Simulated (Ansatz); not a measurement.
# Computed properties of TiSn3O8 (rutile sites, Cmmm)

All numbers come from Ansatz. No magnetic order. The prototype was imposed, so other structures may be more stable.

The cell is TiSn3O8 on the sites of the rutile structure (relaxed group Cmmm); cell and atoms were relaxed with r2SCAN. The symmetry is Cmmm (No. 65, orthorhombic); conventional cell a = 6.664 Å, b = 6.677 Å, c = 6.296 Å, 11.67 Å³ an atom. Sn is surrounded by 6 O at 2.04–2.08 Å; Sn is surrounded by 6 O at 2.05–2.07 Å; O is surrounded by 3 Sn at 2.04–2.06 Å; O is surrounded by 1 Ti at 1.98 Å and 2 Sn at 2.07–2.08 Å; Ti is surrounded by 6 O at 1.98 Å; O is surrounded by 1 Ti at 1.98 Å and 2 Sn at 2.05 Å.

Relaxed lattice by functional, symmetry kept:

| functional | k mesh | a (Å) | b (Å) | c (Å) | volume (Å³/atom) |
| --- | --- | --- | --- | --- | --- |
| PBE | 6×6×4 | 6.751 | 6.763 | 6.361 | 12.10 |
| r2SCAN | 6×6×4 | 6.664 | 6.677 | 6.296 | 11.67 |
| PBEsol | 6×6×4 | 6.673 | 6.683 | 6.308 | 11.72 |

On this one geometry the levels give:
```
  level  k mesh  gap (eV)      kind  edges  least direct gap (eV)
    PBE   6×6×4      1.91  indirect  Γ → Y                   2.15
PBE+SOC   6×6×4      1.91  indirect  Γ → Y                   2.15
 r2SCAN   6×6×4      2.40  indirect  Γ → Y                   2.65
```
PBE: smearing of 0.02 eV; the others have fixed occupations.
Wave cutoffs: 420 eV, 500 eV (r2SCAN). Set aside, since their points miss a band edge that the other levels read or their mesh is too coarse: HSE06, PBE0.

r2SCAN gives an indirect gap of 2.40 eV, from Γ to Y; the least direct gap is 2.65 eV at Γ. Spin-orbit coupling changes the PBE gap by 0.00 eV, to 1.91 eV.

Spin-orbit coupling moves the least or the direct gap by up to 0.01 eV, so it can be left out where a tenth of an eV counts. All these functionals give a gap of the same kind, indirect.

r2SCAN (ground state on 4×4×4): The clamped-ion dielectric constant comes out as 4.63, 4.32 and 5.02 along x, y and z. Born charges, averaged over directions: Sn +4.31 to +4.57, O -2.47 to -2.24, Ti +5.81 e. The program notes that the ground state's band table doesn't vouch for all the bands that the response reads.

On the PBEsol cell (a = 6.673 Å, b = 6.683 Å, c = 6.308 Å), with PBEsol: The zone-centre optical frequencies run from 114 to 744 cm⁻¹, none imaginary (the rest of the zone wasn't tested). The long-range field leaves the highest mode where it is. By the program's warning the force constants, and with them frequencies and ε⁰, aren't converged on this mesh. The clamped-ion dielectric constant comes out as 5.18, 4.83 and 5.63 along x, y and z. With the ions relaxed, ε⁰ is 24.0, 21.2 and 19.8 along x, y and z. Born charges, averaged over directions: Sn +4.31 to +4.59, O -2.49 to -2.25, Ti +5.93 e. The program notes that the ground state's band table doesn't vouch for all the bands that the response reads.

Only the levels marked +SOC include spin-orbit coupling.
